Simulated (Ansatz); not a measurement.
HfB: from a guess to a relaxed structure

These are results of DFT PBE, scalar-relativistic, plane waves, PAW in Ansatz, not measurements. Cutoff 420 eV, Gaussian smearing, Γ-centred meshes. Cell and atoms relax first on a coarse mesh and then on a finer one. In between, the cell is made exact in the group found at 0.06 Å. In metals the finer mesh still leaves noise of several meV/atom or more. The steps can't lower the symmetry of their start. No spin polarisation.

Recipe of this trial structure of HfB: random cell by space group and Wyckoff sites (Immm, No. 71). Its size is a rough estimate.

```cif
data_structure
_symmetry_space_group_name_H-M 'Immm'
_symmetry_Int_Tables_number 71
_cell_length_a 4.2176
_cell_length_b 5.0942
_cell_length_c 5.8677
_cell_angle_alpha 90.000
_cell_angle_beta 90.000
_cell_angle_gamma 90.000
_cell_volume 126.07
loop_
_atom_site_label
_atom_site_type_symbol
_atom_site_symmetry_multiplicity
_atom_site_Wyckoff_symbol
_atom_site_fract_x
_atom_site_fract_y
_atom_site_fract_z
_atom_site_occupancy
Hf1 Hf 4 j 0.50000 0.00000 0.76030 1
B1 B 4 h 0.00000 0.21940 0.50000 1
```

The zero of energy is the elements' standard structures at the same level; no fitted shifts are applied.

Task: Describe the relaxed structure.

Result: The symmetry stays Immm (No. 71). The volume per atom shrinks by 5.9 %, from 15.8 to 14.8 Å³. The shortest distance goes from 2.01 Å (Hf–B) to 1.64 Å (B–B). The energy falls by about 1.3 eV/atom (the start's value is from the coarse mesh). Conventional cell: a = 3.527 Å, b = 5.464 Å, c = 6.155 Å. Hf is surrounded by 6 B at 2.46–2.47 Å and 6 Hf at 3.06–3.25 Å; B has 1 B at 1.64 Å and 6 Hf at 2.46–2.47 Å.

```cif
data_structure
_symmetry_space_group_name_H-M 'Immm'
_symmetry_Int_Tables_number 71
_cell_length_a 3.5268
_cell_length_b 5.4643
_cell_length_c 6.1550
_cell_angle_alpha 90.000
_cell_angle_beta 90.000
_cell_angle_gamma 90.000
_cell_volume 118.62
loop_
_atom_site_label
_atom_site_type_symbol
_atom_site_symmetry_multiplicity
_atom_site_Wyckoff_symbol
_atom_site_fract_x
_atom_site_fract_y
_atom_site_fract_z
_atom_site_occupancy
Hf1 Hf 4 j 0.50000 0.00000 0.74861 1
B1 B 4 h 0.00000 0.14971 0.50000 1
```

Task: How does it come out in energy, and is it a metal?

Result:

| Item | Value |
| --- | --- |
| Energy over the elements | −0.40 eV/atom |
| Gap on the 16×16×16 mesh of the 4-atom cell | 0 eV (a metal) |

The last run used Gaussian smearing of 0.10 eV. These runs have no spin–orbit coupling, which can matter for Hf. A structure relaxed within its symmetry needn't be a true minimum. In all, the 3 runs took 4.8 min on 1 thread of Intel(R) Xeon(R) Platinum 8488C (Sapphire Rapids) (shared host). Another cell of HfB relaxed alike, in Fm-3m, lies 15 meV/atom lower, so this cell isn't the stable form at this level.
